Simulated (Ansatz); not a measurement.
AlRu:
```xyz
2
Lattice="2.9826 0.0000 0.0000 0.0000 2.9826 0.0000 0.0000 0.0000 2.9826" Properties=species:S:1:pos:R:3 pbc="T T T"
Al     1.4913     1.4913     1.4913
Ru     0.0000     0.0000     0.0000
```

Relaxed with r²SCAN. Special points in fractions of this cell's reciprocal vectors: Γ (0.000, 0.000, 0.000); X (0.000, 0.500, 0.000); M (0.500, 0.500, 0.000); R (0.500, 0.500, 0.500).

**Question.** List the band energies nearest the Fermi level at these points for r²SCAN (plane waves, PAW; program Ansatz).

**Answer.** In eV from the Fermi level; about four levels below and three above (degenerate sets whole), none deeper than 8.9 eV; … stands for higher levels left out; points with the same levels are listed once.

| k | below | above |
|---|---|---|
| Γ | -3.73 -3.73 | 0.17 0.17 0.17 |
| X | -5.71 -2.84 -1.71 -1.71 | 0.44 2.54 7.72 |
| M | -1.49 -1.49 -1.26 -1.26 | 1.74 5.73 … |
| R | -4.96 -4.96 -4.96 | 1.84 1.84 3.25 |

Space group Pm-3m (CsCl type). The cell was relaxed with r²SCAN under the symmetry of its start. No spin polarisation was allowed. Scalar-relativistic: spin–orbit coupling is off unless named, which matters more the heavier the elements.

Potentials: the later of the program's two PAW sets.
